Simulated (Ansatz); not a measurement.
The calculation used DFT PBE, scalar-relativistic, plane waves, PAW in Ansatz 0.2.0. The final run on the 12-atom cell used 420 eV, a Γ-centred 10×10×6 mesh, 0.10 eV smearing and collinear spin.

Energies over the elements count from the elements' standard structures at the same level, with no fitted energy shifts.

Question: Propose a candidate for a tetragonal metal made of Al, Co and Ni, with a formation energy near −0.59 eV/atom and about 12 Å³ per atom, in a cell of 12 atoms. Its symmetry should be P4/mmm (No. 123).

Answer: Al6Co5Ni, space group P4/mmm (No. 123). Al on a site of symmetry 2mm is surrounded by 6 Co at 2.47–2.49 Å, 2 Ni at 2.49 Å and 6 Al at 2.85–2.91 Å; Al on a site of symmetry mmm has 8 Co at 2.47–2.48 Å and 6 Al at 2.85–2.86 Å; Co on a site of symmetry 4mm has 8 Al at 2.47 Å, 5 Co at 2.85–2.87 Å and 1 Ni at 2.88 Å; Ni is surrounded by 8 Al at 2.49 Å and 6 Co at 2.85–2.88 Å; 2 more sites not described.

```yaml
crystal:
  lattice:
    - [4.03349, 0.00000, 0.00000]
    - [0.00000, 4.03349, 0.00000]
    - [0.00000, 0.00000, 8.63307]
  atoms:
    - { symbol: Al, position: [0.00000, 0.50000, 0.83168] }
    - { symbol: Al, position: [0.00000, 0.50000, 0.16832] }
    - { symbol: Al, position: [0.00000, 0.50000, 0.50000] }
    - { symbol: Al, position: [0.50000, 0.00000, 0.83168] }
    - { symbol: Al, position: [0.50000, 0.00000, 0.16832] }
    - { symbol: Al, position: [0.50000, 0.00000, 0.50000] }
    - { symbol: Co, position: [0.00000, 0.00000, 0.66608] }
    - { symbol: Co, position: [0.00000, 0.00000, 0.33392] }
    - { symbol: Co, position: [0.50000, 0.50000, 0.66711] }
    - { symbol: Co, position: [0.50000, 0.50000, 0.00000] }
    - { symbol: Co, position: [0.50000, 0.50000, 0.33289] }
    - { symbol: Ni, position: [0.00000, 0.00000, 0.00000] }
```

- Volume per atom: 11.70 Å³
- Density: 6.09 g/cm³
- Formation energy: −0.59 eV/atom
- Gap on the 10×10×6 mesh of the 12-atom cell: 0 eV (a metal)
- Net moment per atom: 0.07 μB
- Moment by site: Ni 0.1; Co 0.2 (×2), 0.4 μB

The cell was found from a structure generator's guess, not taken from experiment. The answer needn't be unique; the calculation gave this one.

Another magnetic order may lie lower. Symmetry constrained the relaxation, so the result can be a saddle point. Site moments count only spheres around the atoms; the net moment includes the space between them.
